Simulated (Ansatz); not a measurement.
Cell and atoms are relaxed with the symmetry kept. Start:

```yaml
crystal:
  lattice:
    - [5.31312, 0.00000, 0.00000]
    - [0.00000, 5.31312, 0.00000]
    - [0.00000, 0.00000, 3.24210]
  atoms:
    - { symbol: Hf, position: [0.29554, 0.29554, 0.00000] }
    - { symbol: Hf, position: [0.70446, 0.70446, 0.00000] }
    - { symbol: Hf, position: [0.79554, 0.20446, 0.50000] }
    - { symbol: Hf, position: [0.20446, 0.79554, 0.50000] }
    - { symbol: N, position: [0.00000, 0.00000, 0.00000] }
    - { symbol: N, position: [0.50000, 0.50000, 0.50000] }
```

Method: DFT PBEsol, scalar-relativistic, plane waves, PAW (Ansatz 0.2.0).

Cutoff 420 eV; k points 8×8×12 on the computed 6-atom cell (Γ-centred); Gaussian smearing, width 0.10 eV; no spin polarisation.

Problem. What does it relax to?

Solution. The volume drops by 0.17 Å³/atom to 15.08 Å³/atom, and the energy falls by 1.2 meV/atom. Final structure:
Space group P4_2/mnm (No. 136). a = 5.296 Å, b = 5.296 Å, c = 3.227 Å, α = 90.00°, β = 90.00°, γ = 90.00°
| atom | site | symmetry | x | y | z |
| --- | --- | --- | --- | --- | --- |
| Hf | 4f | m.2m | 0.2955 | 0.2955 | 0.0000 |
| N | 2a | m.mm | 0.0000 | 0.0000 | 0.0000 |

Spin–orbit coupling is left out, which can shift energies with elements as heavy as these.